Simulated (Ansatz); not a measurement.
Data:

Cd:
```cif
data_Cd
_chemical_formula_sum 'Cd1'
_space_group_name_H-M_alt 'P 1'
_space_group_IT_number 1
_cell_length_a 3.13384
_cell_length_b 3.13384
_cell_length_c 3.13384
_cell_angle_alpha 60.000
_cell_angle_beta 60.000
_cell_angle_gamma 60.000
loop_
_space_group_symop_operation_xyz
  'x, y, z'
loop_
_atom_site_label
_atom_site_type_symbol
_atom_site_fract_x
_atom_site_fract_y
_atom_site_fract_z
_atom_site_occupancy
Cd1 Cd 0.00000 0.00000 0.00000 1
```

This is the r²SCAN-relaxed structure.

Task: All from r²SCAN in the plane-wave PAW code Ansatz, unless another level is named. Predict the bulk modulus (Birch–Murnaghan fit).

Result: 51.2 GPa.

Task: What about the elastic constants (relaxed ions, GPa)?

Result: C11 = 78.4, C12 = 39.9, C44 = -5.6.

Space group Fm-3m (fcc (Cu type)). The cell is a constructed one: a structure type filled with these elements; the Crystallography Open Database copy checked does not list it. It is not the phase usual at ambient conditions (space group No. 194). Symmetry was held in the r²SCAN relaxation. At this level the phase is mechanically unstable. As this level gives no gap, shear constants depend on the k-mesh and smearing (Fermi–Dirac, 0.1 eV here).

Potentials: the later of the program's two PAW sets.
